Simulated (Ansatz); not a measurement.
Born–Oppenheimer molecular dynamics of a 16-atom Zr4Nb4CuNi7 cell at 15.56 Å³/atom, computed with Ansatz: Langevin thermostat at 2150 K, 84 steps of 3.0 fs, friction 0.03 1/fs. The run is short and the cell small, so it isn't an equilibrium average.

```yaml
crystal:
  lattice:
    - [6.388708, -0.152784, 0.026633]
    - [-0.152784, 6.325863, 0.133117]
    - [0.026633, 0.133117, 6.168123]
  atoms:
    - { symbol: Ni, position: [0.0226365553, 0.6887171169, 0.5452055028] }
    - { symbol: Ni, position: [0.0318869368, 0.3217726326, 0.4014185901] }
    - { symbol: Ni, position: [0.2442615623, 0.5938909651, 0.1881017304] }
    - { symbol: Ni, position: [0.2256680243, 0.1795282622, 0.700752765] }
    - { symbol: Ni, position: [0.5644071137, 0.1584814906, 0.6627484234] }
    - { symbol: Ni, position: [0.5657583209, 0.5016249811, 0.0181730216] }
    - { symbol: Ni, position: [0.3716879386, 0.5096995811, 0.5947924119] }
    - { symbol: Nb, position: [0.2053429287, 0.803443321, 0.8354775607] }
    - { symbol: Nb, position: [0.2466679118, 0.1327804291, 0.1394054827] }
    - { symbol: Nb, position: [0.6600248698, 0.0770230457, 0.0175300986] }
    - { symbol: Nb, position: [0.6700732867, 0.7459948091, 0.7339857313] }
    - { symbol: Zr, position: [0.9548217611, 0.3633871117, 0.8393078615] }
    - { symbol: Zr, position: [0.4372755313, 0.8717912038, 0.3709307017] }
    - { symbol: Zr, position: [0.8437987793, 0.7652611307, 0.2277407965] }
    - { symbol: Zr, position: [0.648714257, 0.4064405302, 0.4060934887] }
    - { symbol: Cu, position: [0.8471986524, 0.020588871, 0.5705164519] }
  symmetry: { detect: false }
basis:
  ecutwfc: 420
  xc_grid: 1
kpoints:
  mp_grid: { grid: [1, 1, 1], shift: [0.25, 0.25, 0.25] }
hamiltonian:
  xc: pbe
scf:
  occupations: { method: fermi_dirac, width: 0.1853 }
  lower_state_search: "off"
  convergence: { dr2_threshold: 1.0e-05 }
output:
  forces: true
  stress: true
md:
  timestep: 3.0
  n_steps: 84
  ensemble: nvt_langevin
  friction: 0.03
  temperature: 2150.0
  initial_velocities: maxwell_boltzmann
  seed: 43595
```

```bash
ansatz run input.yaml --threads 2 --pin off --max-ram 5120MiB --backend cpu --events-out ev --progress --plain --runs-dir out
```

Method: Ansatz, DFT PBE, scalar-relativistic, plane waves, PAW.

6 frames, positions in Å (not wrapped into the cell) and forces in eV/Å:

```xyz
16
Lattice="6.389 -0.153 0.027 -0.153 6.326 0.133 0.027 0.133 6.168" Properties=species:S:1:pos:R:3:forces:R:3 pbc="T T T" time_fs=0.0 temperature_K=2016 free_energy_over_first_frame_eV=0.000
Ni    0.054    4.426    3.455    0.560   -1.670   -0.270
Ni    0.165    2.084    2.520    0.620    0.790   -0.740
Ni    1.475    3.745    1.246   -1.250   -1.240   -0.240
Ni    1.433    1.194    4.352   -0.540   -1.470   -0.690
Ni    3.599    1.005    4.124   -1.960    0.130    1.940
Ni    3.538    3.089    0.194   -0.930   -1.020   -0.690
Ni    2.313    3.247    3.747   -2.270    0.290    1.090
Nb    1.211    5.162    5.266    1.110    0.800    2.020
Nb    1.559    0.821    0.884   -1.460    1.600   -0.800
Nb    4.205    0.389    0.136    0.180    0.940    0.990
Nb    4.186    4.714    4.644   -0.400   -2.030    1.840
Zr    6.067    2.265    5.251   -0.510    1.580    1.170
Zr    2.670    5.497    2.416   -0.250    0.200    1.530
Zr    5.280    4.742    1.529    2.070    0.380   -2.980
Zr    4.093    2.526    2.576    1.110   -0.740   -2.260
Cu    5.425    0.077    3.544    3.920    1.470   -1.900
16
Lattice="6.389 -0.153 0.027 -0.153 6.326 0.133 0.027 0.133 6.168" Properties=species:S:1:pos:R:3:forces:R:3 pbc="T T T" time_fs=51.0 temperature_K=2115 free_energy_over_first_frame_eV=-0.711
Ni    0.144    4.399    3.525   -0.090    0.110   -0.830
Ni    0.229    2.183    2.496   -0.410    1.140   -0.440
Ni    1.389    3.490    1.032   -0.620    1.000   -0.170
Ni    1.271    1.211    4.345    0.710   -0.410   -0.230
Ni    3.370    0.964    4.002    1.670   -0.480    0.090
Ni    3.478    3.321    0.030   -1.320   -1.790    1.860
Ni    2.080    3.246    3.608    1.060   -0.260    0.790
Nb    1.629    5.426    5.255   -0.370   -2.660    0.780
Nb    1.565    1.080    0.905   -1.530    0.690   -0.170
Nb    3.769    0.354    0.129    1.860    1.010   -1.410
Nb    4.376    4.519    4.585    0.240    1.840   -1.930
Zr    5.916    2.166    5.116   -1.270    2.260    2.560
Zr    2.652    5.425    2.258   -0.830   -1.420    2.200
Zr    5.350    4.787    1.377    2.320   -0.060   -0.990
Zr    4.202    2.361    2.376   -0.140   -0.100   -1.250
Cu    5.780    0.141    3.479   -1.270   -0.870   -0.850
16
Lattice="6.389 -0.153 0.027 -0.153 6.326 0.133 0.027 0.133 6.168" Properties=species:S:1:pos:R:3:forces:R:3 pbc="T T T" time_fs=102.0 temperature_K=1537 free_energy_over_first_frame_eV=0.125
Ni    0.192    4.709    3.690    0.910   -1.070   -2.110
Ni    0.057    2.264    2.281    0.950    1.910    1.830
Ni    1.083    3.412    0.945    2.350    2.320   -1.380
Ni    1.308    1.110    4.436    0.420   -0.850   -1.530
Ni    3.458    0.517    3.776   -0.010    2.500    1.960
Ni    3.422    3.246    0.219   -0.750    0.280   -1.360
Ni    2.056    3.178    3.729    0.680   -0.220    0.360
Nb    1.787    5.190    5.341    0.050   -0.200    1.310
Nb    1.330    1.097    0.642    0.560   -1.640    1.140
Nb    3.902    0.468    0.264    0.420   -0.370   -1.550
Nb    4.489    4.844    4.614   -0.840   -0.970   -0.620
Zr    5.852    2.367    5.039   -0.930    0.520    0.570
Zr    2.809    5.232    2.447   -1.810   -1.360   -2.600
Zr    5.571    4.761    0.913    0.580    0.570    1.920
Zr    4.175    2.240    2.115   -1.560    1.360    1.940
Cu    5.799    0.347    3.185   -1.010   -2.800    0.140
16
Lattice="6.389 -0.153 0.027 -0.153 6.326 0.133 0.027 0.133 6.168" Properties=species:S:1:pos:R:3:forces:R:3 pbc="T T T" time_fs=150.0 temperature_K=2291 free_energy_over_first_frame_eV=-2.184
Ni    0.326    4.655    3.337    0.350    0.920   -0.050
Ni    0.402    2.609    2.486   -0.330   -1.270   -0.510
Ni    0.999    3.642    0.624    1.040   -1.300    0.780
Ni    1.248    1.032    4.101    0.420   -1.410   -0.560
Ni    3.749    0.690    3.914   -2.040    0.400    1.770
Ni    3.138    3.051    0.074    1.470   -0.490    0.050
Ni    2.223    3.053    3.972    0.470    0.810    0.440
Nb    1.851    5.294    5.261   -0.080    0.410   -0.490
Nb    1.416    0.939    0.701    0.230    0.940    0.600
Nb    4.184    0.564    0.286   -0.310    1.440   -0.480
Nb    4.470    4.694    4.629    0.130    0.270   -1.540
Zr    5.941    2.476    5.058   -0.250   -0.670   -0.010
Zr    2.995    5.136    2.254   -2.120    1.060   -0.210
Zr    5.695    5.027    0.773   -0.340   -0.740    1.820
Zr    4.091    2.514    2.384    0.570   -0.070   -0.320
Cu    5.701    0.315    2.972    0.800   -0.290   -1.290
16
Lattice="6.389 -0.153 0.027 -0.153 6.326 0.133 0.027 0.133 6.168" Properties=species:S:1:pos:R:3:forces:R:3 pbc="T T T" time_fs=201.0 temperature_K=1794 free_energy_over_first_frame_eV=-0.009
Ni    0.639    4.763    3.353   -1.130    0.850   -0.310
Ni    0.652    2.595    2.423   -0.870   -1.770    3.850
Ni    0.852    3.400    0.636    3.380    1.580   -1.480
Ni    1.559    0.726    4.098   -2.670    1.790   -2.170
Ni    3.689    0.984    4.233    1.880   -0.210   -0.360
Ni    3.315    2.846   -0.165    0.560    1.190    0.880
Ni    1.880    3.128    4.342    2.140   -0.520   -1.430
Nb    1.919    5.345    5.479    1.120   -1.620    0.140
Nb    1.456    0.843    0.840   -0.470    1.000    0.200
Nb    4.049    0.711    0.392    1.730    0.210   -0.410
Nb    4.591    4.552    4.344   -0.630    2.500    0.160
Zr    6.108    2.608    5.131   -2.680   -3.100   -1.620
Zr    2.951    5.187    2.205   -1.280    0.610    1.310
Zr    5.713    5.013    0.902   -0.970   -0.910    0.040
Zr    4.035    2.717    2.382    0.770   -2.450    0.610
Cu    5.839    0.306    2.784   -0.890    0.850    0.600
16
Lattice="6.389 -0.153 0.027 -0.153 6.326 0.133 0.027 0.133 6.168" Properties=species:S:1:pos:R:3:forces:R:3 pbc="T T T" time_fs=252.0 temperature_K=1727 free_energy_over_first_frame_eV=-2.737
Ni    0.406    4.658    3.334   -0.050    1.300   -0.350
Ni    0.667    2.463    2.611   -0.660    1.600   -0.890
Ni    1.306    3.329    0.538   -0.620    0.850    0.800
Ni    1.490    0.717    4.034   -0.900    0.470   -0.470
Ni    3.833    0.762    4.436   -0.360    0.670   -1.410
Ni    3.529    3.098   -0.281    0.720   -0.160    0.740
Ni    2.082    3.227    4.097    1.270   -0.450    0.430
Nb    2.054    5.260    5.518    0.040    1.240   -0.520
Nb    1.407    1.055    0.938    0.060   -1.870   -1.320
Nb    4.420    0.838    0.415    0.230   -0.550    0.650
Nb    4.536    4.785    4.131    1.090    0.690    1.010
Zr    5.977    2.507    4.975    0.690   -0.770   -0.320
Zr    2.805    5.475    2.387   -1.290    0.310   -0.900
Zr    5.573    4.855    0.835    0.830   -0.830    0.610
Zr    3.995    2.687    2.246   -0.850   -0.720    1.440
Cu    5.619    0.623    2.702   -0.170   -1.790    0.500
```

Over the second half the temperature averages 2057 K and the pressure (kinetic part included, positive in compression) 14.7 GPa. Mean square displacements at the end: Cu 0.65 Å², Nb 0.34 Å², Ni 0.32 Å², Zr 0.12 Å² (from the start of this run, the atoms' common shift taken off).

One k point is coarse for so small a cell, so forces and above all the pressure are rough.

Time: 4.2 min on 2 threads of Arm Neoverse V2, on a shared host, peak memory 0.57 GiB.